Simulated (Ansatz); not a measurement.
# Screening candidate structures of ScTiF5

The calculation used DFT PBE, scalar-relativistic, plane waves, PAW in Ansatz 0.2.0. Each cell gets a short relaxation within its symmetry: 420 eV, a coarse mesh through Γ, smearing of 0.15 eV, at most 16 steps to 0.08 eV/Å and 0.8 GPa. Magnetic atoms start with parallel moments. Energies are free energies per atom, good to about 0.1 eV/atom between metallic cells, end volumes are rough, and groups of ends are read at 0.1 Å.

The candidates are structure types from databases with the species swapped and random cells on Wyckoff sites, with guessed sizes. Not shown: 5 further candidates, unfinished, in doubt or set aside.

| # | made from | sites | V start (Å³/atom) |
| --- | --- | --- | --- |
| 1 | random sites (Cmmm) | Sc 2a; Ti 2d; F 4j, 4h, 2c | 13.5 |
| 2 | CeIn5Ir cell (P4/mmm) | Sc 1a; Ti 1b; F 4i, 1c | 12.5 |
| 3 | random sites (P-4m2) | Sc 1b; Ti 1c; F 4k, 1d | 12.7 |
| 4 | random sites (R-3m) | Sc 3b; Ti 3a; F 9d, 6c | 14.4 |
| 5 | random sites (R-3m) | Sc 3b; Ti 3a; F 9e, 6c | 15.3 |
| 6 | random sites (P4mm) | Sc 1a; Ti 1b; F 4d, 1b | 15.4 |
| 7 | BaYF5 cell (P4/mmm) | Sc 1d; Ti 1a; F 4i, 1b | 11.3 |
| 8 | random sites (P4/mmm) | Sc 1d; Ti 1a; F 4n, 1c | 15.8 |
| 9 | random sites (F-43m) | Sc 4a; Ti 4d; F 16e, 4c | 12.6 |
| 10 | YbIn5Rh cell (P4/mmm) | Sc 1b; Ti 1a; F 1c, 4i | 12.4 |
| 11 | random sites (Immm) | Sc 2d; Ti 2c; F 8m, 2b | 14.7 |
| 12 | random sites (P6/mmm) | Sc 1b; Ti 1a; F 3g, 2d | 13.9 |
| 13 | random sites (P6/mmm) | Sc 1a; Ti 1b; F 3g, 2e | 12.5 |
| 14 | random sites (P-62m) | Sc 1b; Ti 1a; F 3f, 2e | 14.9 |
| 15 | ZnAsPt5 cell (P4/mmm) | Sc 1c; Ti 1b; F 4i, 1a | 12.0 |
| 16 | random sites (Cmmm) | Sc 2c; Ti 2d; F 8q, 2b | 15.4 |
| 17 | random sites (P4/mmm) | Sc 1d; Ti 1a; F 4j, 1c | 13.8 |
| 18 | random sites (Pmmm) | Sc 1f; Ti 1a; F 2q, 1d, 2k | 14.0 |

Task: Rank the ends, and say which starts fall together.

Result: The lowest end has space group P4/mmm (No. 123) and 18.0 Å³/atom; only candidate 6 reaches it. The lowest start before relaxing, candidate 7, ends 0.21 eV/atom higher, so unrelaxed energies would have misled.

| # | E start (eV/atom) | E end (eV/atom) | end group | V end (Å³/atom) | finished | same end as |
| --- | --- | --- | --- | --- | --- | --- |
| 6 | 3.37 | 0.00 | P4/mmm | 18.0 | yes | - |
| 11 | 1.61 | 0.20 | Immm | 14.4 | stopped early | - |
| 15 | 0.33 | 0.21 | P4/mmm | 10.4 | yes | - |
| 7 | 0.26 | 0.21 | P4/mmm | 10.4 | yes | 15 |
| 16 | 6.52 | 0.32 | Cmmm | 15.6 | stopped early | - |
| 2 | 0.48 | 0.33 | P4/mmm | 10.6 | yes | - |
| 10 | 0.49 | 0.34 | P4/mmm | 11.2 | yes | - |
| 14 | 5.45 | 0.46 | P-62m | 22.5 | yes | - |
| 4 | 1.28 | 0.50 | R-3m | 11.2 | yes | - |
| 5 | 2.23 | 0.54 | R-3m | 10.8 | yes | - |
| 18 | 9.14 | 0.78 | Pmmm | 17.1 | stopped early | - |
| 3 | 8.57 | 0.85 | P-4m2 | 17.5 | stopped early | - |
| 13 | 2.29 | 0.90 | P6/mmm | 17.9 | yes | - |
| 9 | 19.58 | 1.67 | F-43m | 33.7 | stopped early | - |
| 1 | 9.66 | 1.93 | Cmmm | 25.3 | stopped early | - |
| 8 | 7.35 | 2.43 | P4/mmm | 16.2 | stopped early | - |
| 17 | 10.68 | 2.44 | P4/mmm | 13.5 | stopped early | - |
| 12 | 6.59 | 3.58 | P6/mmm | 29.8 | yes | - |

Energies count from the lowest end; groups are read at 0.1 Å. Cells stopped early, at the step cap or the time limit, are upper bounds. Ends are matched loosely, so a merged end can be a slightly distorted copy, and ends listed apart can be strained forms of one structure.

Other magnetic orders may lie lower. The runs shown took about 24 CPU minutes on Intel(R) Xeon(R) Platinum 8488C (Sapphire Rapids), a shared host. Some types were kept out of the candidates beforehand, so the set may lack a known form.
